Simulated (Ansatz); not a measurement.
ZrC in space group Pm-3m (No. 221; Zr on 3c, C on 3d), a = 4.5742 Å, b = 4.5742 Å, c = 4.5742 Å, α = 90.00°, β = 90.00°, γ = 90.00°.

Relaxed with PBEsol.

### Question
Which orbitals make up the states near the Fermi level in PBEsol (plane waves, PAW; program Ansatz)?

### Answer
Within 0.5 eV of the Fermi level: Zr 4d 51 %, C 2p 42 %. Projections are on Löwdin-orthogonalised atomic valence shells; empty p or d shells of many metals are not among them.

### Question
Tabulate the density of states.

### Answer
States/eV per cell of 6 atoms, in 0.25 eV bins, energy from the Fermi level.

| E (eV) | total | Zr 4d | C 2p | Zr 5s |
|---|---|---|---|---|
| -7.85 | 0.22 | 0.01 | 0.00 | 0.00 |
| -7.60 | 0.00 | 0.00 | 0.00 | 0.00 |
| -7.35 | 0.00 | 0.00 | 0.00 | 0.00 |
| -7.10 | 0.00 | 0.00 | 0.00 | 0.00 |
| -6.85 | 0.00 | 0.00 | 0.00 | 0.00 |
| -6.60 | 0.00 | 0.00 | 0.00 | 0.00 |
| -6.35 | 0.00 | 0.00 | 0.00 | 0.00 |
| -6.10 | 0.00 | 0.00 | 0.00 | 0.00 |
| -5.85 | 0.00 | 0.00 | 0.00 | 0.00 |
| -5.60 | 0.00 | 0.00 | 0.00 | 0.00 |
| -5.35 | 0.00 | 0.00 | 0.00 | 0.00 |
| -5.10 | 0.00 | 0.00 | 0.00 | 0.00 |
| -4.85 | 0.00 | 0.00 | 0.00 | 0.00 |
| -4.60 | 0.04 | 0.02 | 0.02 | 0.00 |
| -4.35 | 0.23 | 0.11 | 0.12 | 0.00 |
| -4.10 | 0.43 | 0.19 | 0.22 | 0.01 |
| -3.85 | 1.16 | 0.45 | 0.60 | 0.08 |
| -3.60 | 3.49 | 1.26 | 1.80 | 0.30 |
| -3.35 | 5.14 | 1.62 | 2.67 | 0.61 |
| -3.10 | 4.98 | 1.78 | 2.31 | 0.63 |
| -2.85 | 4.19 | 1.55 | 2.20 | 0.26 |
| -2.60 | 4.79 | 1.80 | 2.60 | 0.19 |
| -2.35 | 5.58 | 2.23 | 2.85 | 0.24 |
| -2.10 | 7.68 | 3.13 | 3.96 | 0.25 |
| -1.85 | 6.26 | 2.58 | 3.06 | 0.30 |
| -1.60 | 2.75 | 0.91 | 1.62 | 0.05 |
| -1.35 | 2.96 | 1.24 | 1.48 | 0.08 |
| -1.10 | 5.83 | 2.85 | 2.47 | 0.21 |
| -0.85 | 4.99 | 2.60 | 1.97 | 0.19 |
| -0.60 | 3.66 | 1.70 | 1.67 | 0.11 |
| -0.35 | 3.27 | 1.53 | 1.55 | 0.05 |
| -0.10 | 5.20 | 2.78 | 2.13 | 0.04 |
| 0.15 | 3.72 | 2.08 | 1.41 | 0.05 |
| 0.40 | 2.77 | 1.35 | 1.22 | 0.06 |
| 0.65 | 5.32 | 2.14 | 2.89 | 0.09 |
| 0.90 | 6.76 | 3.29 | 2.96 | 0.22 |
| 1.15 | 6.51 | 4.14 | 1.92 | 0.16 |
| 1.40 | 3.82 | 2.45 | 1.17 | 0.08 |
| 1.65 | 2.45 | 1.29 | 1.02 | 0.09 |
| 1.90 | 0.65 | 0.48 | 0.09 | 0.06 |
| 2.15 | 1.78 | 1.39 | 0.24 | 0.10 |
| 2.40 | 1.84 | 1.51 | 0.21 | 0.07 |
| 2.65 | 1.82 | 1.54 | 0.17 | 0.05 |
| 2.90 | 1.98 | 1.73 | 0.16 | 0.03 |
| 3.15 | 2.23 | 1.93 | 0.20 | 0.03 |
| 3.40 | 2.28 | 1.94 | 0.24 | 0.02 |
| 3.65 | 3.15 | 2.59 | 0.42 | 0.03 |
| 3.90 | 5.25 | 4.10 | 0.92 | 0.04 |
| 4.15 | 4.74 | 3.49 | 1.05 | 0.03 |
| 4.40 | 3.68 | 2.69 | 0.81 | 0.03 |
| 4.65 | 4.88 | 3.77 | 0.89 | 0.04 |

The start of the workflow was typed in or built on a structure type; neither database checked (COD, Materials Project) lists it. It is not the phase usual at ambient conditions (space group No. 225). Symmetry was held in the PBEsol relaxation. At this level the phase is dynamically unstable (imaginary phonons). No spin polarisation was allowed. Its formation energy is positive at this level, so the cell may be metastable or incomplete. Scalar-relativistic: spin–orbit coupling is off unless named, which matters more the heavier the elements.

Potentials: the earlier of the program's two PAW sets. The files were generated under PBE; for other functionals the program regenerates the frozen cores, and for LDA and PBEsol the local potential too.
